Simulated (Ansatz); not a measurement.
Relaxation of a relaxed Ir cell, doubled along one cell vector, shaken by Gaussian noise of σ = 0.08 Å a coordinate; 4 atoms in the cell, which starts as P1 (No. 1), aP4; a = b = 3.658 Å, c = 5.306 Å, α = 106.58°, β = 108.00°, γ = 97.93°. Level of theory: PBEsol (plane waves to 420 eV, PAW, scalar-relativistic; Ansatz, a first-principles code). Γ-centred k-mesh 7×14×10 on the run's cell (coarser than for final values), Fermi–Dirac smearing 0.05 eV. This is the first round of the run. 

The optimiser's lines from the output (shortened; P is positive under compression):

```
relax step   1: F+E_penalty+E_count = -47193.02091482 eV  Δ(F+E_penalty+E_count) = +0.000e0 eV  max|allowed force component| = 1.153e0 eV/Å  Δτ_max = 0.0000 Å  P = +1.745 GPa  Ω = 62.708 Å³  (6 SCF iters, dr2 threshold 1.00e-7 eV, accepted)
relax step   2: F+E_penalty+E_count = -47193.13022722 eV  Δ(F+E_penalty+E_count) = -1.093e-1 eV  max|allowed force component| = 5.384e-1 eV/Å  Δτ_max = 0.0776 Å  P = +0.757 GPa  Ω = 62.544 Å³  (6 SCF iters, dr2 threshold 4.00e-7 eV, accepted)
relax step   3: F+E_penalty+E_count = -47193.23497228 eV  Δ(F+E_penalty+E_count) = -1.047e-1 eV  max|allowed force component| = 4.375e-1 eV/Å  Δτ_max = 0.0635 Å  P = -0.880 GPa  Ω = 62.696 Å³  (6 SCF iters, dr2 threshold 4.00e-7 eV, accepted)
relax step   4: F+E_penalty+E_count = -47193.28329966 eV  Δ(F+E_penalty+E_count) = -4.833e-2 eV  max|allowed force component| = 7.868e-1 eV/Å  Δτ_max = 0.0965 Å  P = -1.062 GPa  Ω = 62.472 Å³  (6 SCF iters, dr2 threshold 4.00e-7 eV, accepted)
relax step   5: F+E_penalty+E_count = -47193.44526534 eV  Δ(F+E_penalty+E_count) = -1.620e-1 eV  max|allowed force component| = 7.097e-1 eV/Å  Δτ_max = 0.0938 Å  P = +6.359 GPa  Ω = 60.235 Å³  (6 SCF iters, dr2 threshold 4.00e-7 eV, accepted)
relax step   6: F+E_penalty+E_count = -47193.56299621 eV  Δ(F+E_penalty+E_count) = -1.177e-1 eV  max|allowed force component| = 1.016e0 eV/Å  Δτ_max = 0.0690 Å  P = +10.655 GPa  Ω = 58.984 Å³  (6 SCF iters, dr2 threshold 4.00e-7 eV, accepted)
relax step   7: F+E_penalty+E_count = -47193.87841084 eV  Δ(F+E_penalty+E_count) = -3.154e-1 eV  max|allowed force component| = 5.563e-1 eV/Å  Δτ_max = 0.0802 Å  P = +0.696 GPa  Ω = 59.671 Å³  (6 SCF iters, dr2 threshold 4.00e-7 eV, accepted)
relax step   8: F+E_penalty+E_count = -47194.14898459 eV  Δ(F+E_penalty+E_count) = -2.706e-1 eV  max|allowed force component| = 1.013e0 eV/Å  Δτ_max = 0.0864 Å  P = -6.976 GPa  Ω = 59.702 Å³  (6 SCF iters, dr2 threshold 4.00e-7 eV, accepted)
relax step   9: F+E_penalty+E_count = -47194.43854140 eV  Δ(F+E_penalty+E_count) = -2.896e-1 eV  max|allowed force component| = 9.972e-1 eV/Å  Δτ_max = 0.0803 Å  P = -0.146 GPa  Ω = 57.355 Å³  (6 SCF iters, dr2 threshold 4.00e-7 eV, accepted)
relax step  10: F+E_penalty+E_count = -47194.95391501 eV  Δ(F+E_penalty+E_count) = -5.154e-1 eV  max|allowed force component| = 8.807e-1 eV/Å  Δτ_max = 0.0818 Å  P = +6.270 GPa  Ω = 55.433 Å³  (6 SCF iters, dr2 threshold 4.00e-7 eV, accepted)
relax step  11: F+E_penalty+E_count = -47195.36026080 eV  Δ(F+E_penalty+E_count) = -4.063e-1 eV  max|allowed force component| = 9.218e-1 eV/Å  Δτ_max = 0.0660 Å  P = +11.213 GPa  Ω = 54.014 Å³  (6 SCF iters, dr2 threshold 4.00e-7 eV, accepted)
relax step  12: F+E_penalty+E_count = -47195.20680062 eV  Δ(F+E_penalty+E_count) = +1.535e-1 eV  max|allowed force component| = 9.649e-1 eV/Å  Δτ_max = 0.0828 Å  P = -2.636 GPa  Ω = 56.222 Å³  (6 SCF iters, dr2 threshold 4.00e-7 eV, rejected (line search))
relax step  13: F+E_penalty+E_count = -47195.52712647 eV  Δ(F+E_penalty+E_count) = -1.669e-1 eV  max|allowed force component| = 1.611e-1 eV/Å  Δτ_max = 0.0599 Å  P = +2.005 GPa  Ω = 54.674 Å³  (8 SCF iters, accepted)
relax step  14: F+E_penalty+E_count = -47195.53499515 eV  Δ(F+E_penalty+E_count) = -7.869e-3 eV  max|allowed force component| = 2.920e-2 eV/Å  Δτ_max = 0.0161 Å  P = +0.283 GPa  Ω = 55.000 Å³  (6 SCF iters, dr2 threshold 4.00e-7 eV, accepted)
relax step  15: F+E_penalty+E_count = -47195.53572934 eV  Δ(F+E_penalty+E_count) = -7.342e-4 eV  max|allowed force component| = 2.099e-3 eV/Å  Δτ_max = 0.0030 Å  P = -0.257 GPa  Ω = 55.008 Å³  (6 SCF iters, dr2 threshold 4.00e-7 eV, accepted)
relax step  16: F+E_penalty+E_count = -47195.53580754 eV  Δ(F+E_penalty+E_count) = -7.821e-5 eV  max|allowed force component| = 1.364e-4 eV/Å  Δτ_max = 0.0002 Å  P = +0.012 GPa  Ω = 54.990 Å³  (6 SCF iters, dr2 threshold 4.00e-7 eV, accepted)
relax step  17: F+E_penalty+E_count = -47195.53580738 eV  Δ(F+E_penalty+E_count) = +1.655e-7 eV  max|allowed force component| = 2.705e-5 eV/Å  Δτ_max = 0.0000 Å  P = -0.001 GPa  Ω = 54.991 Å³  (6 SCF iters, dr2 threshold 3.53e-9 eV, accepted)
relax step  18: F+E_penalty+E_count = -47195.98330115 eV  Δ(F+E_penalty+E_count) = -4.475e-1 eV  max|allowed force component| = 2.715e-5 eV/Å  Δτ_max = 0.0000 Å  P = +9.929 GPa  Ω = 54.991 Å³  stress off target by 2.76e1 GPa  SCF on the basis re-selected at this cell (its energy is not comparable with the rows above)  (7 SCF iters)
relax step  19: F+E_penalty+E_count = -47196.13772106 eV  Δ(F+E_penalty+E_count) = -1.544e-1 eV  max|allowed force component| = 8.616e-4 eV/Å  Δτ_max = 0.0001 Å  P = +2.543 GPa  Ω = 55.850 Å³  (6 SCF iters, dr2 threshold 4.00e-7 eV, accepted)
relax step  20: F+E_penalty+E_count = -47196.14662706 eV  Δ(F+E_penalty+E_count) = -8.906e-3 eV  max|allowed force component| = 2.589e-3 eV/Å  Δτ_max = 0.0002 Å  P = -1.042 GPa  Ω = 56.357 Å³  (6 SCF iters, dr2 threshold 4.00e-7 eV, accepted)
relax step  21: F+E_penalty+E_count = -47196.14879645 eV  Δ(F+E_penalty+E_count) = -2.169e-3 eV  max|allowed force component| = 2.017e-4 eV/Å  Δτ_max = 0.0003 Å  P = +0.056 GPa  Ω = 56.195 Å³  (6 SCF iters, dr2 threshold 4.00e-7 eV, accepted)
relax step  22: F+E_penalty+E_count = -47196.14879440 eV  Δ(F+E_penalty+E_count) = +2.054e-6 eV  max|allowed force component| = 5.596e-5 eV/Å  Δτ_max = 0.0000 Å  P = -0.000 GPa  Ω = 56.203 Å³  (6 SCF iters, dr2 threshold 1.35e-8 eV, accepted)
relax step  23: F+E_penalty+E_count = -47196.14917565 eV  Δ(F+E_penalty+E_count) = -3.813e-4 eV  max|allowed force component| = 5.592e-5 eV/Å  Δτ_max = 0.0000 Å  P = -0.012 GPa  Ω = 56.203 Å³  stress off target by 2.65e-2 GPa  SCF on the basis re-selected at this cell (its energy is not comparable with the rows above)  (9 SCF iters)
relax step  24: F+E_penalty+E_count = -47196.14917657 eV  Δ(F+E_penalty+E_count) = -9.224e-7 eV  max|allowed force component| = 9.369e-6 eV/Å  Δτ_max = 0.0000 Å  P = -0.000 GPa  Ω = 56.201 Å³  (6 SCF iters, dr2 threshold 1.76e-9 eV, accepted)
relax step  25: F+E_penalty+E_count = -47196.14917581 eV  Δ(F+E_penalty+E_count) = +7.599e-7 eV  max|allowed force component| = 9.361e-6 eV/Å  Δτ_max = 0.0000 Å  P = -0.000 GPa  Ω = 56.201 Å³  stress off target by 3.72e-4 GPa  SCF on the basis re-selected at this cell (its energy is not comparable with the rows above)  (7 SCF iters)
```

From the first to the last row the energy changes by -0.78 eV/atom and the volume by -10.4 %. The last row is marked as not comparable with the walk above it, whose basis was carried along; it does compare with step 1, since both stand on a basis selected at the nominal cutoff for their own cell.

Energy and pressure jump between steps 17 and 18 at one geometry, where the plane-wave basis was selected anew. While the cell walks, the set of plane waves is carried along, so its effective cutoff drifts with the strain; re-selecting it at 420 eV moved the energy by -0.112 eV/atom and the pressure by 9.9 GPa. Only step 1 and rows on a re-selected basis compare with each other.

Step 12 was rejected by the optimiser.

Later rounds, restarted from the end of this one on a renewed k-mesh, logged 8 more steps and released under 0.01 eV/atom more. The final structure after all rounds: Fm-3m (No. 225), cF4, fcc (Cu type); a = 3.830 Å, b = 3.830 Å, c = 3.830 Å, α = 90.00°, β = 90.00°, γ = 90.00°. Between re-selections the logged energies stand on a plane-wave basis carried along with the cell. No spin polarisation in the result.

Of the parent cell (I4₁/amd (No. 141)): it is a generated cell of Ir: the first start was made by placing the elements on the sites of a structure type, and the end was not matched to a known phase here, so it may be hypothetical. Known forms of Ir include space group No. 225.
